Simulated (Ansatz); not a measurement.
# PN₃: forces and stress of a distorted cell

System: PN₃ placed on the sites of a small cell holding one bonded unit (a generated, not necessarily known, phase), then sheared and rattled.

PBE on LAPW, all electrons: scalar relativity, no spin–orbit coupling, point nuclei (Ansatz). 2×2×2 (half-step shift) k-points (coarse, not zone-converged), Fermi–Dirac occupations at kT = 0.15 eV. In metals such a mesh can move stress, forces and moments by their own size. The run is spin-unpolarised. Holes or spare electrons on the non-metal atoms can carry spin, which this run forbids. Atoms are numbered as listed.

Lattice in Å, fractional positions:
```yaml
crystal:
  lattice:
    - [3.36887, 0.01797, -0.11379]
    - [0.01797, 3.55258, 0.06838]
    - [-0.11379, 0.06838, 3.60436]
  atoms:
    - { symbol: P, position: [0.60245, 0.84112, 0.24138] }
    - { symbol: N, position: [0.25677, 0.71004, 0.00690] }
    - { symbol: N, position: [0.77290, 0.66378, 0.60297] }
    - { symbol: N, position: [0.78544, 0.13541, 0.08747] }
```

(1) Give the forces on the atoms and the pressure.

(2) Switch to r2SCAN by all-electron PAW datasets generated for the cell without frozen cores, scalar-relativistic, point nucleus, all else held.

(3) The same cell and mesh under LDA (PW92) by all-electron full-potential LAPW, scalar-relativistic, point nucleus: what changes?

Answers

(1) 
Forces (eV/Å): P1 (-5.225, -11.440, 7.235); N2 (-5.194, -2.737, -2.324); N3 (0.447, -2.049, 3.309); N4 (9.973, 16.227, -8.220).

Stress xx yy zz yz xz xy in GPa, positive in compression: 56.38 79.92 53.50 -34.75 1.94 49.23.

```
All-electron E − TS, for this scheme : -13767.749 eV
Pressure                             : 63.27 GPa
Largest force                        : 20.744 eV/Å
```

(2) Against PBE, the pressure drops by 3.26 GPa to 60.01 GPa, and the forces move by 0.451 eV/Å (r.m.s. over the atoms).

```
atom  Fx (eV/Å)  Fy (eV/Å)  Fz (eV/Å)
  P1     -5.113    -11.343      7.262
  N2     -4.886     -2.569     -2.014
  N3      0.122     -1.938      2.789
  N4      9.877     15.850     -8.038
```

(3) Against PBE, the pressure drops by 10.04 GPa to 53.23 GPa, and the forces move by 0.401 eV/Å (r.m.s. over the atoms).

Forces (eV/Å): P1 (-5.083, -11.298, 7.012); N2 (-5.029, -2.571, -2.198); N3 (0.428, -1.815, 3.209); N4 (9.684, 15.684, -8.023).
